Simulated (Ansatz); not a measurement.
## Pd: from a starting cell to a relaxed one

The start is a generated trial cell of Pd in the beta-W structure type. The cell and all atomic positions are relaxed at zero pressure with PBEsol (plane waves to 420 eV, PAW, scalar-relativistic; Ansatz, an electronic-structure program). The first steps use a coarse 7×7×7 k-mesh.

Initial structure:
```
Pd
1.0
    4.93355     0.00000     0.00000
    0.00000     4.93355     0.00000
    0.00000     0.00000     4.93355
Pd
8
Direct
  0.25000   0.00000   0.50000
  0.75000   0.00000   0.50000
  0.00000   0.50000   0.25000
  0.00000   0.50000   0.75000
  0.50000   0.25000   0.00000
  0.50000   0.75000   0.00000
  0.00000   0.00000   0.00000
  0.50000   0.50000   0.50000
```

Problem. By how much does the energy per atom fall from start to end?

Solution. Under 0.01 eV/atom.

Problem. How does the volume change?

Solution. -0.4 %, from 15.01 to 14.95 Å³/atom.

Problem. How do the shortest distances between atoms change?

Solution. The closest pairs of elements (up to four, under 3.6 Å), start → end: Pd–Pd 2.47 → 2.46 Å.

Problem. What band gap does the relaxed structure have at this level?

Solution. No gap (metallic).

Problem. Write out the relaxed structure.

Solution. 
Space group Pm-3n (No. 223); a = 4.927 Å, b = 4.927 Å, c = 4.927 Å, α = 90.00°, β = 90.00°, γ = 90.00°

```csv
atom,site,symmetry,x,y,z
Pd,6c,-4m.2,0.0000,0.5000,0.2500
Pd,2a,m-3.,0.0000,0.0000,0.0000
```

The space group stays Pm-3n (No. 223) (the run could not lower it), with 8 atoms in the primitive cell. Final values are on a 10×10×10 k-mesh of the relaxed cell. No spin polarisation in the result.

The run could not lose the symmetry of its start: the end is stationary, and may be a saddle point rather than a minimum.

All atoms sit on sites fixed by symmetry, so only the cell could relax.

The relaxed structure here is a generated cell of Pd: the first start was made by placing the elements on the sites of a structure type, and the end was not matched to a known phase here, so it may be hypothetical. Known forms of Pd include space group No. 225.
